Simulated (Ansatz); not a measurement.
NaCl:
```
CELL_PARAMETERS angstrom
      6.68571     0.00000     0.00000
     -3.34285     5.78999     0.00000
      0.00000     0.00000     7.01707
ATOMIC_POSITIONS crystal
  Na 0.00000 0.66674 0.50000
  Na 0.66674 0.00000 0.50000
  Na 0.33326 0.33326 0.50000
  Na 0.00000 0.33341 0.00000
  Na 0.33341 0.00000 0.00000
  Na 0.66659 0.66659 0.00000
  Cl 0.66667 0.33333 0.25003
  Cl 0.66667 0.33333 0.74997
  Cl 0.33333 0.66667 0.25003
  Cl 0.33333 0.66667 0.74997
  Cl 0.00000 0.00000 0.75006
  Cl 0.00000 0.00000 0.24994
```

Relaxed with r²SCAN.

Q: Map the valence electron density (e/Å³), cut off at 1 on the plane through (0.000, 0.667, 0.500) spanned by u = [1, 0, 0] and v = [0, 0, 1] in lattice vectors, from DFT-r²SCAN in the program Ansatz with PAW potentials.

A: x is the fraction of u, y of v (the angle between them is 90°; rows are the nearest grid lines); atoms in the plane: Na at (0.00, 0.00), Na at (0.67, 0.50), Cl at (0.33, 0.75), Cl at (0.33, 0.25).
```
y \ x   0.000  0.0909  0.182  0.273  0.364  0.455  0.545  0.636  0.727  0.818  0.909   1.00
------  -----  ------  -----  -----  -----  -----  -----  -----  -----  -----  -----  -----
1.00     1.00    1.00  0.045  0.058  0.063  0.038  0.015  0.006  0.007  0.024   1.00   1.00
0.914    1.00   0.232  0.092  0.251  0.299  0.128  0.031  0.010  0.011  0.020  0.225   1.00
0.857   0.087   0.058  0.224  0.920   1.00  0.382  0.063  0.015  0.017  0.026  0.042  0.087
0.771   0.021   0.060  0.509   1.00  0.715   1.00  0.116  0.022  0.025  0.036  0.031  0.021
0.686   0.017   0.048  0.372   1.00   1.00  0.723  0.100  0.027  0.028  0.033  0.025  0.017
0.629   0.012   0.030  0.172  0.677  0.851  0.303  0.073  0.145  0.096  0.028  0.018  0.012
0.543   0.007   0.013  0.040  0.093  0.107  0.062  0.216   1.00   1.00  0.058  0.010  0.007
0.457   0.007   0.013  0.040  0.093  0.107  0.062  0.216   1.00   1.00  0.058  0.010  0.007
0.371   0.012   0.030  0.172  0.677  0.851  0.303  0.073  0.145  0.096  0.028  0.018  0.012
0.314   0.017   0.048  0.372   1.00   1.00  0.723  0.100  0.027  0.028  0.033  0.025  0.017
0.229   0.021   0.060  0.509   1.00  0.715   1.00  0.116  0.022  0.025  0.036  0.031  0.021
0.143   0.087   0.058  0.224  0.920   1.00  0.382  0.063  0.015  0.017  0.026  0.042  0.087
0.0857   1.00   0.232  0.092  0.251  0.299  0.128  0.031  0.010  0.011  0.020  0.225   1.00
0.000    1.00    1.00  0.045  0.058  0.063  0.038  0.015  0.006  0.007  0.024   1.00   1.00
```

The density is the valence pseudo-density with augmentation charge, so density and ELF within about 1 Å of a nucleus are not all-electron values.

Space group P6_3/mmc (NiAs type). The first step of the workflow began from a Materials Project structure, measured or hypothetical; the Crystallography Open Database copy checked does not list it. It is not the phase usual at ambient conditions (space group No. 225). The cell was relaxed with r²SCAN under the symmetry of its start; whether a distortion lowers the energy is not shown.

Potentials: the later of the program's two PAW sets.
